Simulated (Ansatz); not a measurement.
All numbers below come from DFT PBE, scalar-relativistic, plane waves, PAW in Ansatz. Settings: cutoff 420 eV, Γ-centred meshes spaced at most about 0.3 Å⁻¹, and about 0.25 Å⁻¹ or finer for metals (2π included), Gaussian smearing. No spin polarisation in the final relaxations.

Temperature and zero-point effects are left out. All come from trial cells, and lower structures may exist.

Task: These unrelaxed guesses for ZnSi2N2 are each relaxed within their symmetry. Order them by the energy at which they end, lowest first.
A.

```
CELL_PARAMETERS angstrom
3.81249 0.00000 0.00000
-1.90624 3.30171 0.00000
0.00000 0.00000 6.27180
ATOMIC_POSITIONS crystal
Zn 0.00000 0.00000 0.00000
Si 0.33333 0.66667 0.62000
Si 0.66667 0.33333 0.38000
N 0.33333 0.66667 0.26000
N 0.66667 0.33333 0.74000
```

B.

```
CELL_PARAMETERS angstrom
3.29657 -1.87422 0.00000
3.29657 1.87422 0.00000
-0.66021 0.00000 5.18845
ATOMIC_POSITIONS crystal
Zn 0.94503 0.05497 0.00000
Si 0.14691 0.43087 0.58347
Si 0.56913 0.85309 0.41653
N 0.25406 0.36124 0.76970
N 0.63876 0.74594 0.23030
```

C.

```
CELL_PARAMETERS angstrom
3.72699 0.00000 0.00000
0.00000 3.72699 0.00000
0.00000 0.00000 7.64842
ATOMIC_POSITIONS crystal
Zn 0.00000 0.00000 0.75000
Zn 0.00000 0.00000 0.25000
Si 0.21897 0.50000 0.00000
Si 0.78103 0.50000 0.00000
Si 0.50000 0.21897 0.50000
Si 0.50000 0.78103 0.50000
N 0.50000 0.18459 0.00000
N 0.50000 0.81541 0.00000
N 0.81541 0.50000 0.50000
N 0.18459 0.50000 0.50000
```

D.

```
CELL_PARAMETERS angstrom
-1.77016 1.77016 5.47644
1.77016 -1.77016 5.47644
1.77016 1.77016 -5.47644
ATOMIC_POSITIONS crystal
Zn 0.00000 0.00000 0.00000
Si 0.65472 0.65472 0.00000
Si 0.34528 0.34528 0.00000
N 0.85929 0.85929 0.00000
N 0.14071 0.14071 0.00000
```

Result: A (ends in P-3m1, 0 meV/atom), D (ends in I4/mmm, 0.48 eV/atom), C (ends in P4_2/mmc, 0.53 eV/atom), B (ends in P-3m1, 0.66 eV/atom).

Weakly bound directions are ill-defined at this level, which has no dispersion term (P-3m1 at 13.9 Å³/atom), and this can change margins and order among such cells. Cells relaxed within their symmetry can be saddle points. Some types were kept out of the candidates beforehand, so the set may lack a known form.
